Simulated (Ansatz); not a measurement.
A relaxed cell of CaDyAs₃ is given with its symmetry left out. The cell was found from a structure generator's guess, not taken from experiment.

All numbers below come from DFT PBE, scalar-relativistic, plane waves, PAW, and for the lanthanide a 4f-in-core norm-conserving potential, in Ansatz 0.2.0. Cutoff 630 eV, Γ-centred mesh, Gaussian smearing, no spin polarisation.

```xyz
5
Lattice="4.8067 0.0000 0.0000 -2.4034 4.1627 0.0000 0.0000 0.0000 10.2382" Properties=species:S:1:pos:R:3 pbc="T T T"
Ca    2.4034    1.3876    0.0000
Dy    0.0000    0.0000    5.1191
As    0.0000    0.0000    7.7719
As    0.0000    0.0000    2.4663
As    0.0000    0.0000    0.0000
```

Energies over the elements count from the elements' standard structures at the same level, with no fitted energy shifts.

Question: What space group does it have?

Answer: P-6m2 (No. 187). Conventional cell: a = 4.807 Å, c = 10.238 Å. Ca is surrounded by 3 As at 2.78 Å; around Dy lie 2 As at 2.65 Å; As on a site of symmetry 3m has 1 As at 2.47 Å and 1 Dy at 2.65 Å; around As on a site of symmetry -6m2 lie 2 As at 2.47 Å and 3 Ca at 2.78 Å.

Question: How far does it lie from the elements in energy?

Answer: +0.20 eV/atom. A positive value: parting into the elements would lower its energy.

Question: Is it a metal?

Answer: Yes, bands cross the Fermi level on the 12×12×4 mesh.

The last run used a 12×12×4 mesh (in the run's order of axes) for its 5-atom cell and Gaussian smearing of 0.10 eV. The reference form of As is held partly by dispersion forces, which this level lacks. A structure relaxed within its symmetry needn't be a true minimum. Another cell of CaDyAs3 relaxed alike, in P4mm, lies 0.65 eV/atom lower, so this cell isn't the stable form at this level.

The lanthanide is trivalent by construction, without f bands, f moments or other valences. The reference runs of the other elements, and any phases without the lanthanide, used 420 eV, which shifts energies against them by under 10 meV/atom. The lanthanide's reference is the lowest of its hcp, dhcp and fcc cells.
